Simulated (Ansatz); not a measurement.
TeO$_{2}$:
Space group Aea2 (No. 41); a = 6.043 Å, b = 5.676 Å, c = 5.014 Å, α = 90.00°, β = 90.00°, γ = 90.00°

```
atom  site  symmetry       x       y       z
----  ----  --------  ------  ------  ------
Te      4a       ..2  0.0000  0.0000  0.9066
O       8b         1  0.1554  0.1743  0.1692
```
(The calculation used a cell of 6 atoms; values per cell refer to that cell.)

Relaxed with DFT-r²SCAN+D4 in the program Ansatz with PAW potentials. Indices refer to the conventional cell of Aea2, a = 6.0433 Å, b = 5.6755 Å, c = 5.0143 Å, α = β = γ = 90.00°.

Question: Simulate the powder diffraction pattern (Cu Kα, λ = 1.54184 Å; lines above 1 %) up to 2θ = 90°.

Answer: Simulated powder pattern, Cu Kα, λ = 1.54184 Å (kinematic, ideal powder, no thermal factors, no anomalous dispersion; the 30 strongest lines at most, above 1 %, up to 2θ = 90°):

| 2θ (°) | d (Å) | I/Imax (%) | hkl |
|---|---|---|---|
| 27.96 | 3.191 | 100 | (111) |
| 29.56 | 3.022 | 17 | (200) |
| 31.53 | 2.838 | 13 | (020) |
| 35.82 | 2.507 | 7.0 | (002) |
| 38.22 | 2.355 | 2.1 | (211) |
| 43.76 | 2.069 | 16 | (220) |
| 47.10 | 1.929 | 14 | (202) |
| 48.45 | 1.879 | 14 | (022) |
| 51.47 | 1.775 | 19 | (311) |
| 53.98 | 1.699 | 16 | (131) |
| 57.78 | 1.596 | 12 | (222) |
| 59.66 | 1.550 | 12 | (113) |
| 61.36 | 1.511 | 1.9 | (400) |
| 65.82 | 1.419 | 1.9 | (040) |
| 70.63 | 1.334 | 4.1 | (420) |
| 70.87 | 1.330 | 7.0 | (331) |
| 73.13 | 1.294 | 4.1 | (402) |
| 73.78 | 1.284 | 3.2 | (240) |
| 75.83 | 1.254 | 5.5 | (313) |
| 75.90 | 1.254 | 2.0 | (004) |
| 77.26 | 1.235 | 3.1 | (042) |
| 77.88 | 1.227 | 5.1 | (133) |
| 81.80 | 1.177 | 4.0 | (422) |
| 83.49 | 1.158 | 2.0 | (204) |
| 84.14 | 1.151 | 4.4 | (511) |
| 84.49 | 1.147 | 1.8 | (024) |
| 84.82 | 1.143 | 4.2 | (242) |

The start of the workflow was typed in or built on a structure type; neither database checked (COD, Materials Project) lists it. COD files the formula under space group No. 19, 61, 92, 136. Its standing as an ambient phase is unchecked. Symmetry was held in the r²SCAN+D4 relaxation; its stability against distortions is not shown here. The volume moved by -58 % from the start of the relaxation. Spin–orbit coupling is left out wherever it is not named.

Potentials: the later of the program's two PAW sets.
